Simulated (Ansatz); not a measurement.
Cu Kα1 powder pattern (kinematic, no thermal factors).
2θ (°) (relative intensity): 11.20 (35), 22.50 (23), 25.95 (7), 25.98 (2), 29.32 (2), 31.45 (65), 31.49 (2), 32.63 (3), 32.67 (100), 34.03 (3), 36.83 (53), 37.23 (17), 37.30 (4), 38.61 (3), 41.66 (21), 41.71 (27), 43.59 (8), 45.47 (4), 48.55 (1), 49.19 (36), 49.22 (1), 49.97 (2), 50.01 (42), 51.01 (2), 52.12 (29), 52.18 (8), 53.37 (12), 53.42 (2), 54.10 (2), 54.18 (2), 55.48 (3), 59.89 (4), 60.67 (5), 63.72 (14), 65.64 (3), 66.72 (6), 68.46 (3), 69.63 (4), 69.67 (6), 71.48 (6), 71.62 (4), 71.64 (5), 74.36 (1), 75.90 (12), 76.49 (2), 76.56 (2), 77.59 (9), 77.63 (2), 77.71 (4), 78.35 (6), 78.72 (8), 79.18 (10), 79.35 (1), 79.53 (2), 81.39 (9), 82.46 (3), 82.78 (1), 83.22 (8), 83.35 (5), 83.38 (7), 84.79 (2), 86.85 (7)

The pattern is computed from a structure relaxed with Ansatz 0.2.0, DFT PBE, scalar-relativistic, plane waves, PAW. No spin polarisation. Its elements are As, Se.

Task: Give the structure.

Result: As3Se2.
Space group C2/m (No. 12). a = 6.088 Å, b = 4.878 Å, c = 7.897 Å, α = 90.00°, β = 90.11°, γ = 90.00°
| atom | site | symmetry | x | y | z |
| --- | --- | --- | --- | --- | --- |
| As | 4i | m | 0.8834 | 0.0000 | 0.3155 |
| As | 2d | 2/m | 0.5000 | 0.0000 | 0.5000 |
| Se | 4i | m | 0.2868 | 0.0000 | 0.1842 |

A pattern alone doesn't exclude other cells with like lines; this is the one computed.

The cell was found from a structure generator's guess, not taken from experiment. No dispersion correction is applied, so the spacing between layers, chains or molecules is poorly fixed.
